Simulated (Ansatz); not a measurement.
A geometry of La₂O₃ away from equilibrium: step 2 of the relaxation of a generated cell, La2O3 built in the AFLOW prototype A3B2_hP5_164_ad_d (D5_13, as in Al3Ni2). Computed with PBE (plane waves to 420 eV, PAW, scalar-relativistic; Ansatz, a quantum-chemistry and plane-wave program). Γ-centred k-mesh 6×6×5 on the run's cell (coarser than for final values), Fermi–Dirac smearing 0.05 eV.

```xyz
5
Lattice="4.2797 0.0000 0.0000 -2.1398 3.7063 0.0000 0.0000 0.0000 5.1319" Properties=species:S:1:pos:R:3:forces:R:3 pbc="T T T" free_energy=-14210.618 pressure_GPa=-4.2
O      0.0000     0.0000     0.0000    0.0000    0.0000    0.0000
O      0.0000     2.4709     3.4056    0.0000    0.0000    0.8902
O      2.1398     1.2354     1.7263    0.0000    0.0000   -0.8902
La     0.0000     2.4709     0.9573    0.0000    0.0000    4.2737
La     2.1398     1.2354     4.1746    0.0000    0.0000   -4.2737
```

Positions in Å, forces in eV/Å, free energy of the cell in eV (comparable only within this code, potentials and settings). Largest force: 4.27 eV/Å, on La4, La5 (atoms numbered as listed); the geometry lies 0.38 eV/atom above the end of its relaxation.

No spin polarisation in the result.

The run could not lose the symmetry of its start; a randomly shaken copy of 10 atoms returns to this structure.

The first start was generated by placing the elements on the sites of a structure type. Materials Project lists a structure of La2O3 in the same space group, P-3m1 (No. 164); the sites were not compared with it, nor with measured phases.
